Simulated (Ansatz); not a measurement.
## Turning moments in AlNi₃ (Pm-3m)

```
CELL_PARAMETERS angstrom
3.52305 0.00000 0.00000
0.00000 3.52305 0.00000
0.00000 0.00000 3.52305
ATOMIC_POSITIONS crystal
Al 0.00000 0.00000 0.00000
Ni 0.00000 0.50000 0.50000
Ni 0.50000 0.00000 0.50000
Ni 0.50000 0.50000 0.00000
```

The geometry is a structure from the Materials Project, held fixed and not relaxed.

Settings: PBE, 10×10×10 k mesh, Fermi–Dirac smearing of 0.03 eV. PAW means Ansatz 0.2.0 on its default frozen-core files. Site moments are integrated in spheres about the atoms. Start moments (μB): Ni2 0.3, Ni3 0.3, Ni4 0.3.

The runs use spinors without spin–orbit coupling, and in-plane angles count from x. In the held states a penalty keeps the direction of every atom that starts with a moment, the untilted ones along z, with sizes free, and the energy is taken at the target. Energies count from the run that starts parallel.

| state | ΔF PAW (meV/atom) | largest moment, PAW (μB) | size of M, PAW (μB/cell) | directions kept |
| --- | --- | --- | --- | --- |
| parallel moments on spinors | 0.0 | 0.27 | 0.73 | yes |
| in-plane start at Ni2 0°, Ni3 120°, Ni4 240° | +3.8 | 0.00 | 0.00 | no |
| Ni4 tilted by 45° from z and held | ? | 0.27 | ? | yes |
| start Ni2↑ Ni3↑ Ni4↓ on spinors | +3.8 | 0.00 | 0.00 | no |

Q: Fill in "size of M, PAW (μB/cell)" for the row "Ni4 tilted by 45° from z and held".

A: 0.66.

Q: Give the missing entry: row "Ni4 tilted by 45° from z and held", column "ΔF PAW (meV/atom)".

A: +2.5.

For the state «start Ni2↑ Ni3↑ Ni4↓ on spinors», by PAW: The moments died out: the run ends unmagnetised.

Energy differences of a meV or two per atom are within the error of mesh and smearing.

The Ansatz runs typed with the search for lower states off end where their start leads. None of this fixes the real material's magnetic order: only patterns that fit the cell were computed, at zero temperature, with a functional that can overstate moments. Left out because they lost a held moment or its direction: PAW, Ni4 tilted by 90° from z and held; PAW, Ni4 tilted by 135° from z and held.
